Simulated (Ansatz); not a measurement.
Data:

BP:
```cif
data_BP
_chemical_formula_sum 'P1 B1'
_space_group_name_H-M_alt 'P 1'
_space_group_IT_number 1
_cell_length_a 3.17528
_cell_length_b 3.17528
_cell_length_c 3.17528
_cell_angle_alpha 60.000
_cell_angle_beta 60.000
_cell_angle_gamma 60.000
loop_
_space_group_symop_operation_xyz
  'x, y, z'
loop_
_atom_site_label
_atom_site_type_symbol
_atom_site_fract_x
_atom_site_fract_y
_atom_site_fract_z
_atom_site_occupancy
P1 P 0.75000 0.75000 0.75000 1
B1 B 0.00000 0.00000 0.00000 1
```

This is the LDA-relaxed structure.

### Question
All from LDA in the plane-wave PAW code Ansatz, unless another level is named. Predict the highest zone-centre frequency (without LO–TO term).

### Answer
821 cm^-1.

### Question
And the zero-point energy?

### Answer
102.8 meV/atom.

### Question
Predict the Debye temperature from the elastic constants.

### Answer
1080 K.

### Question
And the vibrational entropy at 300 K?

### Answer
9.9 J/(K·mol of atoms).

Space group F-43m (zinc blende). The LDA relaxation kept the symmetry of its start; phonons on a q-mesh show no instability.

Potentials: the later of the program's two PAW sets.
